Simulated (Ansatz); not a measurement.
SnSe (space group Pnma)

```yaml
crystal:
  lattice:
    - [11.32003, 0.00000, 0.00000]
    - [0.00000, 4.11524, 0.00000]
    - [0.00000, 0.00000, 4.31826]
  atoms:
    - { symbol: Sn, position: [0.11733, 0.25000, 0.90507] }
    - { symbol: Sn, position: [0.88267, 0.75000, 0.09493] }
    - { symbol: Sn, position: [0.38267, 0.75000, 0.40507] }
    - { symbol: Sn, position: [0.61733, 0.25000, 0.59493] }
    - { symbol: Se, position: [0.64242, 0.75000, 0.02406] }
    - { symbol: Se, position: [0.35758, 0.25000, 0.97594] }
    - { symbol: Se, position: [0.85758, 0.25000, 0.52406] }
    - { symbol: Se, position: [0.14242, 0.75000, 0.47594] }
```

The slice is a (100) plane (indices of the conventional cell) through the point (0.117, 0.250, 0.905) (fractional), spanned by u = [010] and v = [001] in vectors of this cell: u (4.12 Å) and v (4.32 Å, at 90° to u). It covers one period; positions are fractions (u, v).

The numbers are results of LDA (plane waves to 420 eV, PAW, scalar-relativistic; Ansatz, a program for electronic structure), not measurements. k mesh 3×8×8. Near the nuclei the fields are pseudised (PAW); where an atom keeps semicore shells as valence, they peak there. SnSe was relaxed with its symmetry unable to fall.

**Question.** Sketch the electrostatic potential energy of an electron, from the cell's mean on this plane as a map.

**Answer.** 
```
|xxxxxx :+#%@@%#+: xxxxx|
|xxxxxx -+#%%%%#+- xxxxx|
|xxxxx  -+*####*+-  xxxx|
|xxxx  :=+==--==+=:  xxx|
|xxx  .-=:  xx  :=-.  xx|
|    :--: xxxxxx :--:   |
|.:-===- xxxxxxxx -===-:|
|++***=.xxxxxxxxxx.=***+|
|#####= xxxxxxxxxx =####|
|@@%%#= xxxxxxxxxx =#%%@|
|@@@@#= xxxxxxxxxx =#@@@|
|@@@@%+ xxxxxxxxxx +%@@@|
|@@@@%*:xxxxxxxxxx:*%@@@|
|@@@@%#+ xxxxxxxx +#%@@@|
|%%%%%%*=.xxxxxx.=*%%%%%|
|***####*+-.  .-+*####**|
|::-=*####**++**####*=-:|
|    -+*#%%%%%%%%#*+-   |
|xxx  :+#%%@@@@%%#+:  xx|
|xxxx  -+#%@@@@%#+-  xxx|
|xxxxx  =#%@@@@%#=  xxxx|
|xxxxxx -*%@@@@%*- xxxxx|
|xxxxxx :+#%@@%#+: xxxxx|
|xxxxxx .+#%@@%#+. xxxxx|
```
Scale: ten equal steps from -3.00 (start of ' ') to 5.35 (end of '@'), in the order ' .:-=+*#%@'. Values: electrostatic potential energy of an electron, from the cell's mean, in eV. The map has 23 points along u (one character each, u = 0 at the left) and 24 along v (v = 0 in the bottom row). Points within 1 Å of a nucleus are blanked (x), as the pseudised field means little there. Values under -3 eV are set to -3. The zero, the cell's mean, hangs on the PAW cores.
